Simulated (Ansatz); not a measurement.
SbPt (NiAs type, space group No. 194) under volume change, the program Ansatz at the PBEsol level (PAW), shape and atoms relaxed at each volume.

| V (Å³/atom) | E − E(relaxed) (meV/atom) | P (GPa) |
|---|---|---|
| 18.755 | 87.9 | 16.62 |
| 19.373 | 36.9 | 10.07 |
| 19.991 | 8.7 | 4.65 |
| 20.609 | 0.0 | 0.01 |
| 21.228 | 7.7 | -3.86 |
| 21.846 | 28.9 | -7.05 |
| 22.464 | 61.4 | -9.71 |

Task: What does a third-order Birch–Murnaghan fit give for V₀, B₀ and B′?

Result: V₀ = 20.61 Å³/atom, B₀ = 140 GPa, B′ = 4.9.

Space group P6_3/mmc (NiAs type). The first step of the workflow began from a Materials Project structure, measured or hypothetical; the Crystallography Open Database files this formula in space group No. 194, but the cells were not matched. Whether it is the stable phase at ambient conditions was not checked. Symmetry was held in the PBEsol relaxation; whether a distortion lowers the energy is not shown. The run is not spin-polarised. Spin–orbit coupling is left out wherever it is not named.

Potentials: the later of the program's two PAW sets.
